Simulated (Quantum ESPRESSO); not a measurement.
# In2AlGaP4: finding a planted mistake in a log

Computed values, not a measurement. The program is pw.x of Quantum ESPRESSO 7.5 (plane-wave density functional theory). The cell is made up: 8 atoms on a zincblende/diamond lattice, with randomly drawn elements, strain and displacements, not relaxed. PseudoDojo standard norm-conserving files (v0.5 for PBE, v0.4.1 for LDA and PBEsol) set the functional; there is no spin polarisation, spin-orbit coupling or dispersion term, and the masses in the input are unused placeholders.

Intended input:

```
&control calculation='scf', pseudo_dir='./dojo.nc.sr.pbe.v0_5.standard.upf', outdir='./o', disk_io='medium', tprnfor=.true., tstress=.true. /
&system ibrav=0, nat=8, ntyp=4, nbnd=37, ecutwfc=79.96652505, nosym=.true., tot_charge=0,
 occupations='smearing', smearing='fd', degauss=0.0018374661
/
&electrons conv_thr=7.350e-09, electron_maxstep=60, /
ATOMIC_SPECIES
Al 1.0 Al.upf
Ga 1.0 Ga.upf
In 1.0 In.upf
P 1.0 P.upf
CELL_PARAMETERS angstrom
5.7067 0.0 0.0
0.0 5.7067 0.0
0.0 0.0 5.7067
ATOMIC_POSITIONS angstrom
In -0.0971 0.0821 0.0625
In 0.0593 2.9723 3.0065
Al 2.666 -0.1288 2.8371
Ga 2.8989 2.8171 0.07
P 1.2951 1.3815 1.4055
P 1.4396 4.2847 4.3076
P 4.3669 1.3947 4.296
P 4.1585 4.3315 1.5197
K_POINTS automatic
4 4 4 1 1 1
```

The log is shortened where brackets say so; the opening notice, blank lines, dates and the lines on written files are dropped, and the path of the files is cut. It prints rydbergs, bohrs and kilobars, and counts compression as positive stress.

Log of the intended run:

```
     Program PWSCF v.7.5
     Parallel version (MPI & OpenMP), running on       1 processor cores
     Number of MPI processes:                 1
     Threads/MPI process:                     1
     [start-up lines left out]
     bravais-lattice index     =            0
     lattice parameter (alat)  =      10.7841  a.u.
     unit-cell volume          =    1254.1565 (a.u.)^3
     number of atoms/cell      =            8
     number of atomic types    =            4
     number of electrons       =        62.00
     number of Kohn-Sham states=           37
     kinetic-energy cutoff     =      79.9665  Ry
     charge density cutoff     =     319.8661  Ry
     scf convergence threshold =      7.3E-09
     mixing beta               =       0.7000
     number of iterations used =            8  plain     mixing
     Exchange-correlation= PBE
                           (   1   4   3   4   0   0   0)
     [axes and pseudopotential details left out]
   Cartesian axes
     site n.     atom                  positions (alat units)
         1        In     tau(   1) = (  -0.0170151   0.0143866   0.0109520  )
         2        In     tau(   2) = (   0.0103913   0.5208439   0.5268369  )
         3        Al     tau(   3) = (   0.4671702  -0.0225700   0.4971525  )
         4        Ga     tau(   4) = (   0.5079818   0.4936478   0.0122663  )
         5        P      tau(   5) = (   0.2269438   0.2420839   0.2462894  )
         6        P      tau(   6) = (   0.2522649   0.7508192   0.7548320  )
         7        P      tau(   7) = (   0.7652233   0.2443969   0.7527993  )
         8        P      tau(   8) = (   0.7287049   0.7590201   0.2663010  )
     number of k points=    32  Fermi-Dirac smearing, width (Ry)=  0.0018
                       cart. coord. in units 2pi/alat
        k(    1) = (   0.1250000   0.1250000   0.1250000), wk =   0.0625000
        k(    2) = (   0.1250000   0.1250000   0.3750000), wk =   0.0625000
     [further k points left out]
     Dense  grid:   121409 G-vectors     FFT dimensions: (  64,  64,  64)
     Estimated max dynamical RAM per process >     161.70 MB
     Initial potential from superposition of free atoms
     starting charge      61.9865, renormalised to      62.0000
     Starting wfcs are   47 randomized atomic wfcs
     total cpu time spent up to now is       17.6 secs
     per-process dynamical memory:    92.8 Mb
     Self-consistent Calculation
     iteration #  1     ecut=    79.97 Ry     beta= 0.70
     Davidson diagonalization with overlap
     ethr =  1.00E-02,  avg # of iterations =  4.0
     Threshold (ethr) on eigenvalues was too large:
     Diagonalizing with lowered threshold
     Davidson diagonalization with overlap
     ethr =  6.21E-04,  avg # of iterations =  2.0
     total cpu time spent up to now is       92.8 secs
     total energy              =    -478.78581117 Ry
     estimated scf accuracy    <       0.39669678 Ry
     iteration #  2     ecut=    79.97 Ry     beta= 0.70
     Davidson diagonalization with overlap
     ethr =  6.40E-04,  avg # of iterations =  2.3
     total cpu time spent up to now is      127.2 secs
     total energy              =    -478.88918141 Ry
     estimated scf accuracy    <       0.10111454 Ry
     [iterations 3 to 8 left out]
     iteration #  9     ecut=    79.97 Ry     beta= 0.70
     Davidson diagonalization with overlap
     ethr =  1.68E-10,  avg # of iterations =  3.9
     total cpu time spent up to now is      384.0 secs
     total energy              =    -478.90916147 Ry
     estimated scf accuracy    <       0.00000004 Ry
     iteration # 10     ecut=    79.97 Ry     beta= 0.70
     Davidson diagonalization with overlap
     ethr =  5.68E-11,  avg # of iterations =  2.0
     total cpu time spent up to now is      408.4 secs
     End of self-consistent calculation
     [lines on levels left out]
!    total energy              =    -478.90916148 Ry
     estimated scf accuracy    <          1.5E-09 Ry
     smearing contrib. (-TS)   =      -0.00000000 Ry
     internal energy E=F+TS    =    -478.90916148 Ry
     The total energy is F=E-TS. E is the sum of the following terms:
     one-electron contribution =    -203.79914645 Ry
     hartree contribution      =     142.27610354 Ry
     xc contribution           =    -140.71782685 Ry
     ewald contribution        =    -276.66829172 Ry
     convergence has been achieved in  10 iterations
     Forces acting on atoms (cartesian axes, Ry/au):
     atom    1 type  3   force =    -0.00113891   -0.07715630   -0.00568056
     atom    2 type  3   force =    -0.04825028   -0.04610267   -0.06661969
     atom    3 type  1   force =     0.02585672    0.05545322   -0.00145455
     atom    4 type  2   force =    -0.00419273   -0.01177229   -0.00882868
     atom    5 type  4   force =     0.09952552    0.04888165    0.05677920
     atom    6 type  4   force =     0.06606459    0.03144274    0.07716258
     atom    7 type  4   force =    -0.12155155    0.02558652   -0.04329232
     atom    8 type  4   force =    -0.01631336   -0.02633287   -0.00806598
     Total force =     0.253007     Total SCF correction =     0.000101
     Computing stress (Cartesian axis) and pressure
          total   stress  (Ry/bohr**3)                   (kbar)     P=       35.46
   0.00022791   0.00015605   0.00018877           33.53       22.96       27.77
   0.00015605   0.00022814   0.00003323           22.96       33.56        4.89
   0.00018877   0.00003323   0.00026707           27.77        4.89       39.29
     init_run     :     15.80s CPU     17.39s WALL (       1 calls)
     electrons    :    369.44s CPU    390.81s WALL (       1 calls)
     forces       :      3.76s CPU      3.84s WALL (       1 calls)
     stress       :     14.43s CPU     15.16s WALL (       1 calls)
     [timing details left out]
     PWSCF        :   6m43.75s CPU   7m 8.21s WALL
     JOB DONE.
```

A second run was made from an input with one planted mistake. Its log:

```
     Program PWSCF v.7.5
     Parallel version (MPI & OpenMP), running on       1 processor cores
     Number of MPI processes:                 1
     Threads/MPI process:                     1
     [start-up lines left out]
     bravais-lattice index     =            0
     lattice parameter (alat)  =      10.7841  a.u.
     unit-cell volume          =    1254.1565 (a.u.)^3
     number of atoms/cell      =            8
     number of atomic types    =            4
     number of electrons       =        62.00
     number of Kohn-Sham states=           37
     kinetic-energy cutoff     =      55.0505  Ry
     charge density cutoff     =     220.2019  Ry
     scf convergence threshold =      7.3E-09
     mixing beta               =       0.7000
     number of iterations used =            8  plain     mixing
     Exchange-correlation= PBE
                           (   1   4   3   4   0   0   0)
     [axes and pseudopotential details left out]
   Cartesian axes
     site n.     atom                  positions (alat units)
         1        In     tau(   1) = (  -0.0170151   0.0143866   0.0109520  )
         2        In     tau(   2) = (   0.0103913   0.5208439   0.5268369  )
         3        Al     tau(   3) = (   0.4671702  -0.0225700   0.4971525  )
         4        Ga     tau(   4) = (   0.5079818   0.4936478   0.0122663  )
         5        P      tau(   5) = (   0.2269438   0.2420839   0.2462894  )
         6        P      tau(   6) = (   0.2522649   0.7508192   0.7548320  )
         7        P      tau(   7) = (   0.7652233   0.2443969   0.7527993  )
         8        P      tau(   8) = (   0.7287049   0.7590201   0.2663010  )
     number of k points=    32  Fermi-Dirac smearing, width (Ry)=  0.0018
                       cart. coord. in units 2pi/alat
        k(    1) = (   0.1250000   0.1250000   0.1250000), wk =   0.0625000
        k(    2) = (   0.1250000   0.1250000   0.3750000), wk =   0.0625000
     [further k points left out]
     Dense  grid:    68999 G-vectors     FFT dimensions: (  54,  54,  54)
     Estimated max dynamical RAM per process >      94.35 MB
     Initial potential from superposition of free atoms
     starting charge      61.9865, renormalised to      62.0000
     Starting wfcs are   47 randomized atomic wfcs
     total cpu time spent up to now is        9.4 secs
     per-process dynamical memory:    57.1 Mb
     Self-consistent Calculation
     iteration #  1     ecut=    55.05 Ry     beta= 0.70
     Davidson diagonalization with overlap
     ethr =  1.00E-02,  avg # of iterations =  4.0
     Threshold (ethr) on eigenvalues was too large:
     Diagonalizing with lowered threshold
     Davidson diagonalization with overlap
     ethr =  6.34E-04,  avg # of iterations =  2.0
     total cpu time spent up to now is       47.9 secs
     total energy              =    -478.60746422 Ry
     estimated scf accuracy    <       0.40889006 Ry
     iteration #  2     ecut=    55.05 Ry     beta= 0.70
     Davidson diagonalization with overlap
     ethr =  6.60E-04,  avg # of iterations =  2.3
     total cpu time spent up to now is       69.0 secs
     total energy              =    -478.71439415 Ry
     estimated scf accuracy    <       0.10659961 Ry
     [iterations 3 to 8 left out]
     iteration #  9     ecut=    55.05 Ry     beta= 0.70
     Davidson diagonalization with overlap
     ethr =  2.01E-10,  avg # of iterations =  3.9
     total cpu time spent up to now is      174.9 secs
     total energy              =    -478.73589270 Ry
     estimated scf accuracy    <       0.00000004 Ry
     iteration # 10     ecut=    55.05 Ry     beta= 0.70
     Davidson diagonalization with overlap
     ethr =  5.69E-11,  avg # of iterations =  2.1
     total cpu time spent up to now is      189.0 secs
     End of self-consistent calculation
     [lines on levels left out]
!    total energy              =    -478.73589271 Ry
     estimated scf accuracy    <          3.0E-09 Ry
     smearing contrib. (-TS)   =      -0.00000000 Ry
     internal energy E=F+TS    =    -478.73589271 Ry
     The total energy is F=E-TS. E is the sum of the following terms:
     one-electron contribution =    -203.43649889 Ry
     hartree contribution      =     141.99599918 Ry
     xc contribution           =    -140.62710125 Ry
     ewald contribution        =    -276.66829174 Ry
     convergence has been achieved in  10 iterations
     Forces acting on atoms (cartesian axes, Ry/au):
     atom    1 type  3   force =    -0.00116760   -0.07708083   -0.00570680
     atom    2 type  3   force =    -0.04821471   -0.04606469   -0.06653498
     atom    3 type  1   force =     0.02585381    0.05545931   -0.00145214
     atom    4 type  2   force =    -0.00409556   -0.01180269   -0.00883548
     atom    5 type  4   force =     0.09951963    0.04882714    0.05680030
     atom    6 type  4   force =     0.06605544    0.03146573    0.07711439
     atom    7 type  4   force =    -0.12156901    0.02552812   -0.04331482
     atom    8 type  4   force =    -0.01638200   -0.02633209   -0.00807048
     Total force =     0.252938     Total SCF correction =     0.000183
     Computing stress (Cartesian axis) and pressure
          total   stress  (Ry/bohr**3)                   (kbar)     P=     -142.79
  -0.00098363   0.00015606   0.00018904         -144.70       22.96       27.81
   0.00015606  -0.00098361   0.00003326           22.96     -144.69        4.89
   0.00018904   0.00003326  -0.00094471           27.81        4.89     -138.97
     init_run     :      8.63s CPU      9.28s WALL (       1 calls)
     electrons    :    169.58s CPU    179.55s WALL (       1 calls)
     forces       :      3.34s CPU      3.38s WALL (       1 calls)
     stress       :     12.46s CPU     12.51s WALL (       1 calls)
     [timing details left out]
     PWSCF        :   3m14.19s CPU   3m25.01s WALL
     JOB DONE.
```

Question: what was wrong in the second input?

Answer: the plane-wave cutoff is too low. The input lines that differ, file-writing options aside:

```
- &system ibrav=0, nat=8, ntyp=4, nbnd=37, ecutwfc=79.96652505, nosym=.true., tot_charge=0,
+ &system ibrav=0, nat=8, ntyp=4, nbnd=37, ecutwfc=55.05048462, nosym=.true., tot_charge=0,
```

|  | intended run | run with the mistake |
| --- | --- | --- |
| free energy (eV) | -6515.891 | -6513.534 |
| smearing term -TS (eV) | 0.0000 | 0.0000 |
| pressure (GPa) | 3.55 | -14.28 |
| largest force component (eV/Å) | 3.125 | 3.126 |
| largest change of a force component (eV/Å) |  | 0.002 |
| iterations | 10 | 10 |

For scale, a rerun of the intended cell at 1377 eV and a 6 x 6 x 6 mesh moved values by no more than 0.008 eV in energy, 0.02 GPa in stress and 0.002 eV/Å in force.